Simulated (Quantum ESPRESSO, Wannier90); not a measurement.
**GeSe (rock salt), plane waves to Wannier functions**

```xyz
2
Lattice="0.0000 2.8085 2.8085 2.8085 0.0000 2.8085 2.8085 2.8085 0.0000" Properties=species:S:1:pos:R:3 pbc="T T T"
Ge     0.0000     0.0000     0.0000
Se     2.8085     2.8085     2.8085
```

Structure: Materials Project mp-10759, symmetrised, not relaxed again. Not found in the COD (Crystallography Open Database) copy used, which has the formula in other groups; not checked further. Computed values, not measurements, from PBEsol: Quantum ESPRESSO (norm-conserving PseudoDojo potentials, cutoff 69 Ry, spinors with spin-orbit coupling) on a Γ-centred 8×8×8 mesh, then Wannier90. Density: 10×10×10 mesh, Gaussian smearing 0.01 Ry. The gap is small at this level and was sampled on the meshes and a path alone.

A tight-binding model is made by disentanglement and projection with no localisation steps (num_iter = 0), so the 16 orbitals stay atom-like: hydrogen-like Ge: s;p; Se: s;p, axes along x, y, z; frozen window up to 1.66 eV relative to the valence-band maximum. It follows pw.x to 3.3 meV rms for states up to 1.2 eV relative to the valence-band maximum. Matrix elements depend on this choice of orbitals and windows.

Q: What are the on-site energies relative to the valence-band maximum, and how fast do the hoppings decay?

A: 
```csv
atom,orbitals,energy (eV)
Ge1,s↑ s↓,-6.89
Ge1,pz↑ pz↓ px↑ px↓ py↑ py↓,1.06
Se2,s↑ s↓,-12.34
Se2,pz↑ pz↓ px↑ px↓ py↑ py↓,-1.60
```

```json
[
 {"distance of the centres (Å)": "2–3", "largest modulus (eV)": "2.3"},
 {"distance of the centres (Å)": "3–4", "largest modulus (eV)": "0.18"},
 {"distance of the centres (Å)": "4–5", "largest modulus (eV)": "0.0085"},
 {"distance of the centres (Å)": "5–6", "largest modulus (eV)": "0.44"},
 {"distance of the centres (Å)": "6–7", "largest modulus (eV)": "0.020"},
 {"distance of the centres (Å)": "7–8", "largest modulus (eV)": "0.0033"},
 {"distance of the centres (Å)": "8–9", "largest modulus (eV)": "0.086"},
 {"distance of the centres (Å)": "9–10", "largest modulus (eV)": "0.0018"},
 {"distance of the centres (Å)": "10–11", "largest modulus (eV)": "0.0013"},
 {"distance of the centres (Å)": "11–12", "largest modulus (eV)": "0.022"}
]
```

Effective spin-orbit constants λ of λ L·S, from the same-site elements px↑–py↑ (λ/2) and dx2-y2↑–dxy↑ (λ), where they are among the larger elements: Se2 p 0.27 eV, Ge1 p 0.15 eV.
